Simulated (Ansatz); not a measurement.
A relaxed structure of SnO2. Calculation: r2SCAN (plane waves to 500 eV, PAW, scalar-relativistic; Ansatz, a first-principles code).

```xyz
24
Lattice="5.4819 0.0000 0.0000 0.0000 9.6327 0.0000 0.0000 0.0000 5.7395" Properties=species:S:1:pos:R:3 pbc="T T T"
Sn     0.7711     6.0688     2.2762
Sn     3.5120     8.3803     3.4633
Sn     1.9699     3.5639     5.1459
Sn     4.7109     1.2525     0.5936
Sn     4.7109     3.5639     3.4633
Sn     1.9699     1.2525     2.2762
Sn     3.5120     6.0688     0.5936
Sn     0.7711     8.3803     5.1459
O      4.5387     4.9471     1.9773
O      1.7977     9.5021     3.7621
O      3.6842     4.6857     4.8471
O      0.9433     0.1307     0.8924
O      0.9433     4.6857     3.7621
O      3.6842     0.1307     1.9773
O      1.7977     4.9471     0.8924
O      4.5387     9.5021     4.8471
O      2.5687     7.0747     2.1786
O      5.3097     7.3744     3.5608
O      0.1723     2.5580     5.0484
O      2.9132     2.2584     0.6911
O      2.9132     2.5580     3.5608
O      0.1723     2.2584     2.1786
O      5.3097     7.0747     0.6911
O      2.5687     7.3744     5.0484
```

Find the space group and the Wyckoff positions (tolerance 0.01 Å).

Space group Pbca (No. 61); a = 5.4819 Å, b = 9.6327 Å, c = 5.7395 Å, α = 90.00°, β = 90.00°, γ = 90.00°

```json
[
 {"atom": "Sn", "site": "8c", "symmetry": "1", "x": "0.3593", "y": "0.1300", "z": "0.3966"},
 {"atom": "O", "site": "8c", "symmetry": "1", "x": "0.1721", "y": "0.0136", "z": "0.1555"},
 {"atom": "O", "site": "8c", "symmetry": "1", "x": "0.0314", "y": "0.2344", "z": "0.3796"}
]
```

Give the shortest distances between elements (the closest pairs, up to four, under 3.6 Å).

O–Sn 2.04 Å; O–O 2.60 Å; Sn–Sn 3.17 Å.

```yaml
volume_per_atom: 12.63 Å³
band_gap: 2.03 eV, direct at Γ (no spin-orbit coupling)
```

No spin polarisation in the result.

The run could not lose the symmetry of its start.

The first start was generated by placing the elements on the sites of a structure type. Materials Project lists a structure of SnO2 in the same space group, Pbca (No. 61); the sites were not compared with it, nor with measured phases. Known forms of SnO2 include space group No. 136.
